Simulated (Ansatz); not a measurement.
As:
```yaml
crystal:
  lattice:
    - [-1.67645, 1.67645, 1.67645]
    - [1.67645, -1.67645, 1.67645]
    - [1.67645, 1.67645, -1.67645]
  atoms:
    - { symbol: As, position: [0.00000, 0.00000, 0.00000] }
```

Relaxed with r²SCAN. Special points in fractions of this cell's reciprocal vectors: Γ (0.000, 0.000, 0.000); H (0.500, -0.500, 0.500); N (0.000, 0.000, 0.500); P (0.250, 0.250, 0.250).

Question: List the band energies nearest the Fermi level at these points for DFT-r²SCAN in the program Ansatz with PAW potentials.

Answer: In eV from the Fermi level; about four levels below and three above (degenerate sets whole), none deeper than 8.9 eV; … stands for higher levels left out; points with the same levels are listed once.

| k | below | above |
|---|---|---|
| Γ | – | 6.24 6.24 6.24 |
| H | -6.75 -2.48 -2.48 -2.48 | … |
| N | -6.88 | 1.95 4.68 … |
| P | -3.40 -3.40 -3.40 | … |

Space group Im-3m (bcc (W type)). A made-up cell: these elements were put on the sites of a structure type; neither database checked (COD, Materials Project) lists it. It is not the phase usual at ambient conditions (space group No. 166). The cell was relaxed with r²SCAN under the symmetry of its start; its stability against distortions is not shown here. Scalar-relativistic: spin–orbit coupling is off unless named, which matters more the heavier the elements.

Potentials: the earlier of the program's two PAW sets.
